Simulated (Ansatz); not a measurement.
SiO2:
```
CELL_PARAMETERS angstrom
      4.92059     0.00000     0.00000
     -2.46030     4.26136     0.00000
      0.00000     0.00000     5.41657
ATOMIC_POSITIONS crystal
  Si 0.53106 0.53106 0.00000
  Si 0.46894 0.00000 0.33333
  Si 0.00000 0.46894 0.66667
  O  0.26907 0.41313 0.78454
  O  0.58687 0.85593 0.11788
  O  0.14407 0.73093 0.45121
  O  0.41313 0.26907 0.21546
  O  0.85593 0.58687 0.88212
  O  0.73093 0.14407 0.54879
```

Cartesian axes are those of the cell as given.

Q: Give the proper piezoelectric stress tensor with relaxed ions from the program Ansatz at the r²SCAN level (PAW).

A: In C/m², rows x, y, z, Voigt columns; mesh uncertainty up to 0.00.
```
 0.17  -0.17   0.00  -0.04   0.00   0.00
 0.00   0.00   0.00   0.00   0.04  -0.17
 0.00   0.00   0.00   0.00   0.00   0.00
```

The elastic tensor of the same run (GPa):

```
 86.3    8.8   12.3  -18.2    0.0    0.0
  8.8   86.3   12.3   18.2    0.0    0.0
 12.3   12.3    107    0.0    0.0    0.0
-18.2   18.2    0.0   59.1    0.0    0.0
  0.0    0.0    0.0    0.0   59.1  -18.2
  0.0    0.0    0.0    0.0  -18.2   38.7
```

Q: Convert to strain constants d = e·S.

A: In pC/N:
```
 2.3  -2.3   0.0   0.7   0.0   0.0
 0.0   0.0   0.0   0.0  -0.7  -4.7
 0.0   0.0   0.0   0.0   0.0   0.0
```

Space group P3_121. The r²SCAN relaxation kept the symmetry of its start. Signs of piezoelectric constants follow the polarity of the cell as given.

Potentials: the earlier of the program's two PAW sets. The files were generated under PBE; for other functionals the program regenerates the frozen cores, and for LDA and PBEsol the local potential too.
